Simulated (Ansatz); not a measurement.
Notes on Yb3PbO

```xyz
5
Lattice="4.9360 0.0000 0.0000 0.0000 4.9360 0.0000 0.0000 0.0000 4.9360" Properties=species:S:1:pos:R:3 pbc="T T T"
Pb    0.0000    0.0000    0.0000
O     2.4680    2.4680    2.4680
Yb    0.0000    2.4680    2.4680
Yb    2.4680    0.0000    2.4680
Yb    2.4680    2.4680    0.0000
```

Level: r2SCAN, spin-orbit coupling; 500 eV; 5×5×5 Γ-centred mesh; fermi-dirac occupations (width 0.0106 eV); Ansatz 0.2.0, fixed geometry.

The state carries no moments; the state need not be the lowest.

- Charges: Bader charges in e: Yb +1.26, Pb -2.25, O -1.54. In the mean Yb gives up most and Pb takes most.
- Stress: The pressure is -5.7 GPa (compression positive), so with the atoms held at these fractions the cell would first shrink.
- Electronic structure: It is a metal, with about 47 states/eV a cell as the mean within 0.25 eV of the Fermi level, mostly Yb f (97 %).

Origin: a database entry at a rescaled volume. Caveats: f levels without a U or exact exchange are poorly placed.
